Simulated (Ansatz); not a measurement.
SnO2 (rutile)

```
CELL_PARAMETERS angstrom
      4.76919     0.00000     0.00000
      0.00000     4.76919     0.00000
      0.00000     0.00000     3.21201
ATOMIC_POSITIONS crystal
  Sn 0.00000 0.00000 0.00000
  Sn 0.50000 0.50000 0.50000
  O  0.30628 0.30628 0.00000
  O  0.80628 0.19372 0.50000
  O  0.19372 0.80628 0.50000
  O  0.69372 0.69372 0.00000
```

The volume is varied about the relaxed value V₀ at fixed cell shape. The atoms relax within the cell's symmetry.

All values below come from PBEsol (plane waves to 420 eV, PAW, scalar-relativistic; Ansatz, a first-principles code). k mesh 7×7×11 (Γ-centred), Fermi-Dirac smearing 0.05 eV. E stands for the smeared free energy. Compression counts positive. With the shape held, the modulus is that of even scaling; a crystal free to change shape is softer. SnO2 was relaxed with its symmetry unable to fall. ΔE is measured from the relaxed starting cell.

```tsv
V (Å³/atom)	ΔE (meV/atom)
10.959	91.4
11.202	56.1
11.446	30.2
11.689	12.9
11.933	3.1
12.176	0.0
12.420	2.8
12.663	11.0
12.907	23.7
13.150	40.7
13.394	withheld
```

Q: Fit a third-order Birch-Murnaghan form (E₀, V₀, B₀, B₀′ free) to the given rows and predict ΔE at V = 13.394.

A: Least squares on the 10 given rows: ΔE = E₀ + (9V₀B₀/16)·y²·[2 + (B₀′ − 4)y], y = (V₀/V)^(2/3) − 1, with V₀ = 12.177 Å³/atom, B₀ = 195.2 GPa (160.2 GPa = 1 eV/Å³; the term in eV is multiplied by 1000), B₀′ = 4.93, E₀ = -0.01 meV/atom; root-mean-square residual 0.03 meV/atom. At 13.394 the fit gives 61.4 meV/atom; the calculation gives 61.2 meV/atom, so the extrapolation is off by 0.2 (+0.3 %). For the pressure the fit gives -14.7 GPa against the computed -14.6 GPa.

(A scan under strain: stresses follow from slopes of the energy per volume, elastic moduli from its curvatures.)
